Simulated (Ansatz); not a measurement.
Relaxing a structure of AlRh

The start is a relaxed AlRh cell, doubled along one cell vector, shaken by Gaussian noise of σ = 0.08 Å a coordinate. The structure is fully relaxed (lattice and positions, P = 0) with PBEsol (plane waves to 420 eV, PAW, scalar-relativistic; Ansatz, a first-principles code). The first steps use a coarse 6×11×11 k-mesh.

Initial structure:
```yaml
crystal:
  lattice:
    - [5.94381, 0.00000, 0.00000]
    - [0.00000, 2.97191, 0.00000]
    - [0.00000, 0.00000, 2.97191]
  atoms:
    - { symbol: Al, position: [0.25197, 0.51592, 0.51005] }
    - { symbol: Al, position: [0.74156, 0.47419, 0.47188] }
    - { symbol: Rh, position: [0.00012, 0.98597, 0.99600] }
    - { symbol: Rh, position: [0.49462, 0.00055, 0.98995] }
```

Task: Which atoms feel the largest initial force, and how large is it?

Result: 0.84 eV/Å, on Al1, Al2 (atoms numbered as listed).

Task: How much energy is released per atom?

Result: 0.02 eV/atom.

Task: Is the parent structure recovered?

Result: It returns to the parent structure, Pm-3m (No. 221).

Task: How do the shortest distances between atoms change?

Result: The closest pairs of elements (up to four, under 3.6 Å), start → end: Al–Rh 2.49 → 2.57 Å; Al–Al 2.91 → 2.97 Å; Rh–Rh 2.94 → 2.97 Å.

Task: Is the relaxed structure metallic? Give its gap.

Result: Zero (metallic).

Final values are on a 16×16×16 k-mesh of the relaxed cell. No spin polarisation in the result.

The first start was generated by placing the elements on the sites of a structure type. Materials Project lists a structure of AlRh in the same space group, Pm-3m (No. 221); the sites were not compared with it, nor with measured phases.
